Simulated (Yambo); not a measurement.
G0W0@PBEsol for PdCl₂ (space group P2_1/c, No. 14) in Yambo. Reference settings: 2×4×2 Γ-centred k mesh, bands 9 to 261 and a 8 Ry block in the screening, 261 bands in G with the Bruneval-Gonze terminator, plasmon pole fitted at 27.2 eV. The PBEsol gap (-0.5, 0, 0) → (-0.5, 0, -0.5) on this mesh is 0.60 eV; G0W0 gaps are taken between the same points.

The settings were changed. The gap went from 1.86 eV to 1.88 eV, and the shift of the valence edge from -0.63 eV to -0.48 eV.

Task: What was changed between the two runs?
A. no terminator
B. 100 bands in G
C. 169 bands in G, no terminator
D. 169 bands in W, 169 bands in G

Result: A, no terminator. The others gave (gap, valence shift): 100 bands in G: 1.87, -0.61 eV; 169 bands in W, 169 bands in G: 1.86, -0.57 eV; 169 bands in G, no terminator: 1.87, -0.33 eV.

Spin-orbit coupling is not included.

Geometry relaxed with PBE+D3(BJ); primitive cell a = 5.4608 Å, b = 3.9442 Å, c = 6.4597 Å, α = γ = 90.00°, β = 107.08°.

The structure is a Materials Project entry; no match was found in the copy of COD used, and its stability was not checked.

A shift is the quasiparticle energy of the state minus its PBEsol energy.
